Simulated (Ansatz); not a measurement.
WS2 with iodine replacing S: gradients before and after relaxing the atoms

Start: a supercell of WS2 (space group P6_3/mmc) built from a structure deposited in the COD (the entry's cell lengths or inner coordinates differ somewhat from later room-temperature determinations), with all atoms left at the host's positions.

```xyz
36
Lattice="6.3600 0.0000 0.0000 -4.7700 8.2619 0.0000 0.0000 0.0000 12.5000" Properties=species:S:1:pos:R:3 pbc="T T T"
W     0.0000    1.8360    3.1250
W    -1.5900    4.5899    3.1250
W    -3.1800    7.3439    3.1250
W     3.1800    1.8360    3.1250
W     1.5900    4.5899    3.1250
W     0.0000    7.3439    3.1250
W     1.5900    0.9180    9.3750
W     0.0000    3.6719    9.3750
W    -1.5900    6.4259    9.3750
W     4.7700    0.9180    9.3750
W     3.1800    3.6719    9.3750
W     1.5900    6.4259    9.3750
I     0.0000    1.8360    7.8125
S    -1.5900    4.5899    7.8125
S    -3.1800    7.3439    7.8125
S     3.1800    1.8360    7.8125
S     1.5900    4.5899    7.8125
S     0.0000    7.3439    7.8125
S     1.5900    0.9180    1.5625
S     0.0000    3.6719    1.5625
S    -1.5900    6.4259    1.5625
S     4.7700    0.9180    1.5625
S     3.1800    3.6719    1.5625
S     1.5900    6.4259    1.5625
S     0.0000    1.8360   10.9375
S    -1.5900    4.5899   10.9375
S    -3.1800    7.3439   10.9375
S     3.1800    1.8360   10.9375
S     1.5900    4.5899   10.9375
S     0.0000    7.3439   10.9375
S     1.5900    0.9180    4.6875
S     0.0000    3.6719    4.6875
S    -1.5900    6.4259    4.6875
S     4.7700    0.9180    4.6875
S     3.1800    3.6719    4.6875
S     1.5900    6.4259    4.6875
```

Atom numbers follow the list; atoms alike are taken as one site, whose name carries the number of the first.

Computed with Ansatz: DFT, PBE, plane waves and PAW, scalar-relativistic, 420 eV cutoff, Γ-centred 4×3×2 k-points, Fermi–Dirac smearing 0.01 eV, cell charge +1.

The largest force at the start is 9.8 eV/Å. Relaxing the ions at fixed cell moves them by 0.385 Å at most (atom 13, I) and 0.082 Å rms.

```json
{"site": "W7", "atom": "7", "moved (Å)": "0.063", "first shell before": "5 S at 2.41 Å, 1 I at 2.41 Å", "first shell after": "5 S at 2.40–2.41 Å, 1 I at 2.74 Å", "V_zz before (10²¹ V/m²)": "-19.13", "η before": "0.05"}
{"site": "W8", "atom": "8", "moved (Å)": "0.063", "first shell before": "1 I at 2.41 Å, 5 S at 2.41 Å", "first shell after": "5 S at 2.41–2.42 Å, 1 I at 2.74 Å", "V_zz before (10²¹ V/m²)": "-19.19", "η before": "0.09"}
{"site": "W9", "atom": "9", "moved (Å)": "0.076", "first shell before": "6 S at 2.41 Å", "first shell after": "6 S at 2.40–2.42 Å", "V_zz before (10²¹ V/m²)": "-19.12", "η before": "0.16"}
{"site": "W10", "atom": "10", "moved (Å)": "0.062", "first shell before": "5 S at 2.41 Å, 1 I at 2.41 Å", "first shell after": "5 S at 2.40–2.41 Å, 1 I at 2.74 Å", "V_zz before (10²¹ V/m²)": "-19.22", "η before": "0.06"}
{"site": "W11", "atom": "11", "moved (Å)": "0.060", "first shell before": "6 S at 2.41 Å", "first shell after": "6 S at 2.41–2.42 Å", "V_zz before (10²¹ V/m²)": "-19.07", "η before": "0.15"}
{"site": "W12", "atom": "12", "moved (Å)": "0.069", "first shell before": "6 S at 2.41 Å", "first shell after": "6 S at 2.40–2.42 Å", "V_zz before (10²¹ V/m²)": "-19.15", "η before": "0.17"}
{"site": "I", "atom": "13", "moved (Å)": "0.385", "first shell before": "3 W at 2.41 Å", "first shell after": "3 W at 2.74 Å", "V_zz before (10²¹ V/m²)": "-21.5", "η before": "0.02"}
{"site": "S16", "atom": "16", "moved (Å)": "0.047", "first shell before": "3 W at 2.41 Å", "first shell after": "3 W at 2.40–2.41 Å", "V_zz before (10²¹ V/m²)": "-5.39", "η before": "0.41"}
{"site": "S25", "atom": "25", "moved (Å)": "0.006", "first shell before": "3 W at 2.41 Å", "first shell after": "3 W at 2.41 Å", "V_zz before (10²¹ V/m²)": "-4.04", "η before": "0.01"}
{"site": "S28", "atom": "28", "moved (Å)": "0.070", "first shell before": "3 W at 2.41 Å", "first shell after": "3 W at 2.41–2.42 Å", "V_zz before (10²¹ V/m²)": "-4.98", "η before": "0.20"}
```

(1) How do the gradients change?

## Answers

(1) 

| site | atom | V_zz after | η after | change of V_zz |
| --- | --- | --- | --- | --- |
| W7 | 7 | -19.51 | 0.68 | -0.38 |
| W8 | 8 | -19.22 | 0.61 | -0.03 |
| W9 | 9 | -18.28 | 0.01 | +0.84 |
| W10 | 10 | -19.38 | 0.68 | -0.16 |
| W11 | 11 | -18.29 | 0.02 | +0.78 |
| W12 | 12 | -18.17 | 0.05 | +0.98 |
| I | 13 | 11.56 | 0.05 | +33.10 |
| S16 | 16 | -4.74 | 0.06 | +0.65 |
| S25 | 25 | -4.53 | 0.05 | -0.49 |
| S28 | 28 | -4.95 | 0.31 | +0.03 |

The largest change of V_zz is on I, from -21.5 to 11.56. In per cent, |V_zz| changes by -5 to +2 on W, -12 to +12 on S (all sites that start above 0.5, bar those whose gradient vanishes or changes sign or whose main axis turns by over 40°). Where |V_zz| stays above 0.1 and the axes keep their order, η moves most on W7, from 0.05 to 0.68. On W8, S28 V_xx and V_yy change places (or their axes turn by over 50°), so the two values of η hide a larger change. V_zz changes sign on I (same axis). The table leaves out 26 of the 36 sites, with |V_zz| up to 17.70; their tensors move by 0.99 at most along any direction. The statements above cover all sites. The host's own positions weren't relaxed first, so part of the change far from the defect can be the host's relaxation.

The defect repeats with the cell of 36 atoms, so it feels its images: sites between two images don't show the values beside a lone defect, and zeros or small values of η there can come from the images' arrangement. S and W carry a gradient in the pure host already, so the values there aren't the defect's effect alone. A uniform background compensates the cell's charge. Without spin–orbit coupling the gradients at and beside I and W can be off by some per cent, at some sites by more.
Before: The cell keeps the host's lattice, where the PBE pressure is 6 GPa (in a charged cell this depends on the convention for the mean potential). The neighbours have not yet relaxed around the defect (largest force 9.8 eV/Å), so the values at and beside it are those of a strained start, not of the defect in a real crystal.
